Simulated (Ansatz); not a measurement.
# YFe5, a disordered cell

```
CELL_PARAMETERS angstrom
7.27870 0.56574 0.68782
-1.30431 5.70853 0.17985
-0.14839 -0.09609 4.39936
ATOMIC_POSITIONS crystal
Fe 0.91968 0.16766 0.86894
Fe 0.91847 0.83723 0.19787
Fe 0.59905 0.81071 0.40388
Fe 0.11672 0.52137 0.92314
Fe 0.33581 0.51926 0.39366
Fe 0.62111 0.95221 0.89678
Y 0.32660 0.05850 0.23752
Y 0.69178 0.40797 0.19571
Fe 0.13035 0.90829 0.75674
Fe 0.48378 0.27769 0.71799
Fe 0.01820 0.27999 0.35877
Fe 0.83443 0.68525 0.70441
```

Single point in Ansatz 0.2.0 with PBE, no spin polarisation. Cutoff 420 eV, PAW datasets, 3×3×4 Γ-centred k mesh, fermi-dirac filling (width 0.1 eV).

Question: Describe some of the short contacts.

Answer: Fe–Fe at 2.34 Å: least valence density 0.45 e/Å³ and ELF 0.31 there. Y–Fe at 2.69 Å: least valence density 0.25 e/Å³ and ELF 0.17 there. Y–Y at 3.12 Å: least valence density 0.14 e/Å³ and ELF 0.09 there. Both are smooth PAW fields, read partly inside the augmentation spheres.

Question: Metal or insulator?

Answer: It is a metal on this mesh, though the bands barely overlap, with about 29 states/eV a cell as the mean within 0.25 eV of the Fermi level, mostly Fe d (93 %).

Question: Where is the largest force?

Answer: The largest is on Y7: 1.75 eV/Å, components (-1.43, -0.98, -0.19). It makes 58° with the line to a nearest neighbour, Fe9 at 2.69 Å.

Question: What is the formation energy?

Answer: 0.88 eV an atom against the elements' usual phases (free molecules for gases, crystals otherwise, with no correction for O₂ or N₂), so at this geometry it isn't bound against them. Relaxing would lower it.

Question: What does the stress say?

Answer: The pressure is -10.7 GPa (compression positive), so with the atoms held at these fractions the cell would first shrink; the forces are large, so a full relaxation may end otherwise. The principal stresses -16.3, -10.8, -5.2 GPa differ, so its shape would change too.

Origin: a disordered cell, so it need not be a known compound. Caveats: no spin polarisation, so a magnetic state may lie lower; the k mesh is coarse if the cell is a metal; atoms or cell far from equilibrium.
